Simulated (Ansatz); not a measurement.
Relaxed-ion elastic tensor of ZrB₂ in space group P6/mmm (No. 191; Zr on 1a, B on 2d) in GPa (Voigt order), plane-wave PAW LDA (Ansatz code); density 6.32 g/cm³, 9.89 Å³ per atom.

```
 606  59.8   137   0.0   0.0   0.0
59.8   606   137   0.0   0.0   0.0
 137   137   472   0.0   0.0   0.0
 0.0   0.0   0.0   276   0.0   0.0
 0.0   0.0   0.0   0.0   276   0.0
 0.0   0.0   0.0   0.0   0.0   273
```

Is the crystal mechanically stable?

Yes: the smallest eigenvalue of C is 273 GPa.

Work out the Voigt, Reuss and Hill averages.

K_V = 261, K_R = 261, K_H = 261; G_V = 255, G_R = 247, G_H = 251 GPa.

Give Young's modulus, Poisson's ratio, Pugh's ratio and the universal anisotropy index.

E = 9KG/(3K + G) = 570 GPa; ν = 0.14; K/G = 1.04 (brittle by the Pugh limit of 1.75); A_U = 5G_V/G_R + K_V/K_R − 6 = 0.16.

Estimate the sound speeds and the Debye temperature.

v_l = √((K + 4G/3)/ρ) = 9710 m/s, v_t = √(G/ρ) = 6300 m/s, mean 6910 m/s; Θ = (h/k)(3n/4πV)^(1/3) v_m = 959 K.

Solve the Christoffel equation for the three sound speeds along x, y, z.

Eigenvalues of C_ijkl n_j n_l equal ρv². In km/s, slowest first: x 6.58, 6.61, 9.80; y 6.58, 6.61, 9.80; z 6.61, 6.61, 8.64.

How much does each axis shrink under pressure?

Linear compressibilities β_i = Σ_j S_ij (j = 1 to 3): x 1.2, y 1.2, z 1.4 per TPa.

Symmetry was held in the LDA relaxation. The run is not spin-polarised. As this level gives no gap, shear constants depend on the k-mesh and smearing (Fermi–Dirac, 0.1 eV here).

Potentials: the earlier of the program's two PAW sets. The files were generated under PBE; for other functionals the program regenerates the frozen cores, and for LDA and PBEsol the local potential too.
